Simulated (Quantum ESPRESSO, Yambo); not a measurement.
## Quasiparticle gap of Sr2MoZnO6

```cif
data_MoO6Sr2Zn
_chemical_formula_sum 'O6 Zn1 Sr2 Mo1'
_space_group_name_H-M_alt 'P 1'
_space_group_IT_number 1
_cell_length_a 5.68972
_cell_length_b 5.68972
_cell_length_c 5.68972
_cell_angle_alpha 60.000
_cell_angle_beta 60.000
_cell_angle_gamma 60.000
loop_
_space_group_symop_operation_xyz
  'x, y, z'
loop_
_atom_site_label
_atom_site_type_symbol
_atom_site_fract_x
_atom_site_fract_y
_atom_site_fract_z
_atom_site_occupancy
O1 O 0.75898 0.24102 0.75898 1
O2 O 0.24102 0.75898 0.24102 1
O3 O 0.75898 0.24102 0.24102 1
O4 O 0.24102 0.75898 0.75898 1
O5 O 0.75898 0.75898 0.24102 1
O6 O 0.24102 0.24102 0.75898 1
Zn1 Zn 0.50000 0.50000 0.50000 1
Sr1 Sr 0.25000 0.25000 0.25000 1
Sr2 Sr 0.75000 0.75000 0.75000 1
Mo1 Mo 0.00000 0.00000 0.00000 1
```

The geometry is that of Materials Project entry mp-18829, symmetrised and not relaxed again.

Starting point: LDA (Quantum ESPRESSO, PseudoDojo norm-conserving, 84 Ry, without SOC). G0W0 in Yambo: 2×2×2 Γ-centred k mesh, bands 6 to 209 and a 7 Ry block in the screening, 209 bands in G with the Bruneval-Gonze terminator, plasmon pole fitted at 27.2 eV.

```yaml
LDA gap along the band path: 2.04 eV
LDA gap between the mesh's edge points (L → X): 2.04 eV
G0W0 gap between the same points: 3.78 eV
LDA smallest direct gap on the mesh (at X): 2.17 eV
G0W0 direct gap at that point: 3.63 eV
smallest G0W0 gap among all computed states (the edges move to other k points): 3.56 eV
```

```tsv
k point	band	E LDA (eV)	E QP (eV)	shift (eV)	Z
Γ	VB	-0.06	-0.39	-0.34	0.77
Γ	CB	2.25	3.37	1.12	0.79
L	VB	0.00	-0.61	-0.61	0.77
L	CB	2.30	3.46	1.16	0.79
X	VB	-0.13	-0.46	-0.33	0.77
X	CB	2.04	3.17	1.14	0.80
```

Energies count from the LDA valence-band maximum.

Nearest settings tried, and what they do to the gap: 141 bands in W, 141 bands in G: +95 meV; 3 Ry block (89 vectors against 307): +248 meV. Not varied: mesh. So the settings aren't converged at that level. Oxides, nitrides and fluorides with a shallow 3d shell are known to need far more bands and larger blocks. The k mesh is coarse.

Spin-orbit splittings are left out.
